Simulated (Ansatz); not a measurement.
Vibrational response of P

Computed with DFT PBEsol, scalar-relativistic, plane waves, PAW in Ansatz. Settings: 420 eV plane-wave cutoff, Γ-centred 14×14×10 mesh, Fermi-Dirac smearing of 0.15 eV. No spin polarisation. Phonons by linear response, acoustic sum rule imposed.

Relaxed structure:
```xyz
4
Lattice="1.6593 -5.1355 0.0000 1.6593 5.1355 0.0000 0.0000 0.0000 4.1761" Properties=species:S:1:pos:R:3 pbc="T T T"
P     1.6593   -4.0501    0.2998
P     1.6593   -1.0854    2.3879
P     1.6593    4.0501    3.8763
P     1.6593    1.0854    1.7883
```

In a metal, frequencies and elastic constants depend on the k mesh and the smearing, soft modes and shear constants most. The crystal is built of layers and no dispersion correction was added, so the binding between them is poorly described, and with it their spacing and whatever depends on it. A semilocal functional can close a gap that the real compound has.

(1) Is this structure stable against zone-centre distortions?

(2) List the optical modes at Γ (i marks imaginary ones).

Results:

(1) Yes, at Γ: no optical mode is imaginary. Strains and other wave vectors aren't tested by this run.

(2)
```csv
frequency (cm⁻¹),degeneracy
103,1
176,1
212,1
351,1
395,1
410,1
414,1
436,1
453,1
```

Cost: 1 run of about 4.3 core-minutes, on Arm Neoverse V1 (shared hosts).